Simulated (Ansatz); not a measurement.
Given:

Hf₂SiN:
```
CELL_PARAMETERS angstrom
      3.20250     0.00000     0.00000
     -1.60125     2.77345     0.00000
      0.00000     0.00000    13.28673
ATOMIC_POSITIONS crystal
  Si 0.33333 0.66667 0.75000
  Si 0.66667 0.33333 0.25000
  Hf 0.33333 0.66667 0.09638
  Hf 0.66667 0.33333 0.59638
  Hf 0.66667 0.33333 0.90362
  Hf 0.33333 0.66667 0.40362
  N  0.00000 0.00000 0.00000
  N  0.00000 0.00000 0.50000
```

This is the r²SCAN-relaxed structure.

Question: All from r²SCAN (plane waves, PAW; program Ansatz), unless another level is named. Predict the electronic character.

Answer: metallic (no gap).

Question: Give the formation energy from the elements (no fitted shifts).

Answer: -1.17 eV/atom.

Question: And the density of states at the Fermi level?

Answer: 0.32 states/eV per atom (mean over ±0.08 eV).

Question: Predict the gap with spin–orbit coupling.

Answer: none (metallic).

Space group P6_3/mmc. The start of the workflow was typed in or built on a structure type; neither database checked (COD, Materials Project) lists it. Its standing as an ambient phase is unchecked. The r²SCAN relaxation kept the symmetry of its start; its stability against distortions is not shown here. The run is not spin-polarised. The references are the lowest solids computed at this level, not always the standard phases (solids in place of the gases). Scalar-relativistic: spin–orbit coupling is off unless named, which matters more the heavier the elements.

Potentials: the earlier of the program's two PAW sets.
